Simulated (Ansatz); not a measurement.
**Core-level photoemission in Si3N4**

Cell: a COD entry (perhaps calculated rather than measured), its atoms then relaxed with PBE in this cell, repeated to a supercell; a hole's nearest image is 7.6 Å away.

Space group P6_3/m (No. 176); a = 7.6044, c = 2.9063 Å, γ = 120.00°.

| site | Wyckoff | site symmetry | x | y | z |
| --- | --- | --- | --- | --- | --- |
| Si1 | 6h | m.. | 0.7680 | 0.1741 | 0.2500 |
| N19 | 6h | m.. | 0.0300 | 0.3299 | 0.2500 |
| N37 | 2d | -6.. | 0.6667 | 0.3333 | 0.2500 |

One atom of each set is listed; the run and its k-mesh use a cell of 42 atoms with edges of 7.60, 7.60, 8.72 Å.

Computed with Ansatz: DFT, PBE, plane waves and PAW, scalar-relativistic, 420 eV cutoff, Γ-centred 3×3×3 k-points, fixed occupations.

Each value is a total-energy difference between the cell with one core hole and the ground state (ΔSCF), counted from the top of the valence band. The cell with the hole is spin-polarised, as the shell with the hole is left with one unpaired spin. The periodic images are corrected with the calculated ε∞ = 4.22, 4.22, 4.30.

Ground-state potentials at the N nuclei, against atom 37:

```csv
atom,first shell,ΔV (V)
19,3 Si at 1.74 Å,0.40
37,3 Si at 1.73 Å,0.00
```

(1) The potential gives the initial-state shift. What are the full N 1s shifts against atom 37, with the screening of the hole?

Shifts between sites are good to a few tenths of an eV; absolute PBE values can be off by an eV or more. Multiplets, satellites and widths aren't calculated.

The cell isn't at the calculated equilibrium (pressure 6 GPa in the ground-state run).

Hardware: 1 thread of Arm Neoverse V2 (aarch64; 8 cores open to the job, memory cap 3.0 GiB, no GPU), a shared host with a load of 0.9 a core. Wall time 12 min, CPU time 12 min, peak memory 1.5 GiB.

## Answers

(1) atom 19: 0.41 eV (final-state part 0.00 eV).
